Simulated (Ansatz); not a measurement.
Sensitivity of the gradients in SiO2 with phosphorus replacing Si to the input

Cell: a supercell of SiO2 (quartz type, P3_221) built from a measured structure from the Crystallography Open Database (COD), with all atoms left at the host's positions.

```
P Si O
1.0
     7.37454    4.25769    0.00000
    -7.37454    4.25769    0.00000
     0.00000    0.00000   10.81680
P Si O
1 17 36
Direct
  0.15658 0.84342 0.33333
  0.15658 0.84342 0.83333
  0.48991 0.51009 0.33333
  0.48991 0.51009 0.83333
  0.82324 0.17676 0.33333
  0.82324 0.17676 0.83333
  0.15658 0.31315 0.16667
  0.15658 0.31315 0.66667
  0.48991 0.97982 0.16667
  0.48991 0.97982 0.66667
  0.82324 0.64649 0.16667
  0.82324 0.64649 0.66667
  0.35351 0.17676 0.00000
  0.35351 0.17676 0.50000
  0.68685 0.84342 0.00000
  0.68685 0.84342 0.50000
  0.02018 0.51009 0.00000
  0.02018 0.51009 0.50000
  0.22704 0.04054 0.39279
  0.22704 0.04054 0.89279
  0.56037 0.70721 0.39279
  0.56037 0.70721 0.89279
  0.89371 0.37387 0.39279
  0.89371 0.37387 0.89279
  0.29279 0.85317 0.22612
  0.29279 0.85317 0.72612
  0.62613 0.51983 0.22612
  0.62613 0.51983 0.72612
  0.95946 0.18650 0.22612
  0.95946 0.18650 0.72612
  0.48017 0.10629 0.05946
  0.48017 0.10629 0.55946
  0.81350 0.77296 0.05946
  0.81350 0.77296 0.55946
  0.14683 0.43963 0.05946
  0.14683 0.43963 0.55946
  0.22704 0.18650 0.10721
  0.22704 0.18650 0.60721
  0.56037 0.85317 0.10721
  0.56037 0.85317 0.60721
  0.89371 0.51983 0.10721
  0.89371 0.51983 0.60721
  0.29279 0.43963 0.27388
  0.29279 0.43963 0.77388
  0.62613 0.10629 0.27388
  0.62613 0.10629 0.77388
  0.95946 0.77296 0.27388
  0.95946 0.77296 0.77388
  0.48017 0.37387 0.44054
  0.48017 0.37387 0.94054
  0.81350 0.04054 0.44054
  0.81350 0.04054 0.94054
  0.14683 0.70721 0.44054
  0.14683 0.70721 0.94054
```

Atom numbers follow the list; atoms alike are taken as one site, whose name carries the number of the first.

Reference run. Method: Kohn–Sham DFT in Ansatz, PBE, plane waves and PAW, scalar-relativistic, collinear spin, 420 eV cutoff, Γ-centred 3×3×2 k-points, Fermi–Dirac smearing 0.01 eV. Start moments as typed (μB): 1 on each P, none on the rest.

(1) The input is changed as follows: `kpoints.mp_grid.shift`: not typed → [0.5, 0.5, 0.5]. What happens to V_zz (10²¹ V/m²) and η?

Results:

(1) 

| site | atom | V_zz reference | η reference | V_zz changed | η changed |
| --- | --- | --- | --- | --- | --- |
| P | 1 | 1.27 | 0.73 | 1.28 | 0.73 |
| Si8 | 8 | 0.78 | 0.60 | 0.78 | 0.62 |
| Si9 | 9 | 0.91 | 0.29 | 0.99 | 0.27 |
| Si11 | 11 | 1.08 | 0.94 | 1.16 | 0.88 |
| O19 | 19 | 11.90 | 0.18 | 12.12 | 0.17 |
| O21 | 21 | 9.08 | 0.20 | 9.06 | 0.20 |
| O25 | 25 | 11.77 | 0.17 | 11.98 | 0.17 |
| O27 | 27 | 9.07 | 0.21 | 9.06 | 0.22 |
| O31 | 31 | 9.06 | 0.23 | 9.05 | 0.23 |
| O32 | 32 | 9.14 | 0.19 | 9.14 | 0.18 |
| O33 | 33 | 9.17 | 0.18 | 9.19 | 0.18 |
| O36 | 36 | 9.20 | 0.19 | 9.23 | 0.19 |

The largest change of V_zz is on O19, from 11.90 to 12.12. In per cent, |V_zz| changes by 0 to +2 on O (all sites that start above 2). The table leaves out 18 of the 30 sites, with |V_zz| up to 9.23; their tensors move by 0.03 at most along any direction. The statements above cover all sites. That the mesh alone moves the values this far shows that they aren't yet converged in k-points. The absolute magnetisation of the cell goes from 0.6 to 0.1 μB. SCF iterations: 21 and 15.

On the reference run: The defect repeats with the cell of 54 atoms, so it feels its images: sites between two images don't show the values beside a lone defect, and zeros or small values of η there can come from the images' arrangement. O and Si carry a gradient in the pure host already, so the values there aren't the defect's effect alone. The defect cell has no gap above 0.1 eV on its mesh, so the values can hang on the smearing and the k-mesh. The cell keeps the host's lattice, where the PBE pressure is 8 GPa. The run lost most of its start moments on P; a state with other moments may lie lower. The neighbours have not yet relaxed around the defect (largest force 1.5 eV/Å), so a real crystal will differ.
